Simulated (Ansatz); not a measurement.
SnTe (rock salt)

```
CELL_PARAMETERS angstrom
      0.00000     3.18559     3.18559
      3.18559     0.00000     3.18559
      3.18559     3.18559     0.00000
ATOMIC_POSITIONS crystal
  Te 0.00000 0.00000 0.00000
  Sn 0.50000 0.50000 0.50000
```

The slice is a {110} plane (indices of the conventional cell) through the point (0.500, 0.500, 0.500) (fractional), spanned by u = [100] and v = [1 -1 -1] in vectors of this cell: u (4.51 Å) and v (6.37 Å, at 90° to u). It covers one period; positions are fractions (u, v).

Computed with r2SCAN (plane waves to 500 eV, PAW, scalar-relativistic; Ansatz, a quantum-chemistry and plane-wave program). k mesh 13×13×13. Near the nuclei the fields are pseudised (PAW); where an atom keeps semicore shells as valence, they peak there. SnTe was relaxed with its symmetry unable to fall. Spin-orbit coupling is left out, though Te is heavy. The PAW data are Ansatz's earlier set.

Problem. Sketch the electrostatic potential energy of an electron, from the cell's mean on this plane as a map.

Solution. 
```
v \ u  0.00  0.14  0.29  0.43  0.57  0.71  0.86
-----  ----  ----  ----  ----  ----  ----  ----
0.90      x     x   2.3   6.0   6.0   2.3     x
0.80   -0.4   2.2   5.4   6.5   6.5   5.4   2.2
0.70    0.0   2.9   5.9   6.6   6.6   5.9   2.9
0.60      x     x   3.3   6.2   6.2   3.3     x
0.50      x     x   0.6   5.9   5.9   0.6     x
0.40      x     x   3.3   6.2   6.2   3.3     x
0.30    0.0   2.9   5.9   6.6   6.6   5.9   2.9
0.20   -0.4   2.2   5.4   6.5   6.5   5.4   2.2
0.10      x     x   2.3   6.0   6.0   2.3     x
0.00      x     x  -0.2   5.7   5.7  -0.2     x
```

Values: electrostatic potential energy of an electron, from the cell's mean, in eV. Points within 1 Å of a nucleus are blanked (x), as the pseudised field means little there. Values under -2 eV are set to -2. The zero, the cell's mean, hangs on the PAW cores.
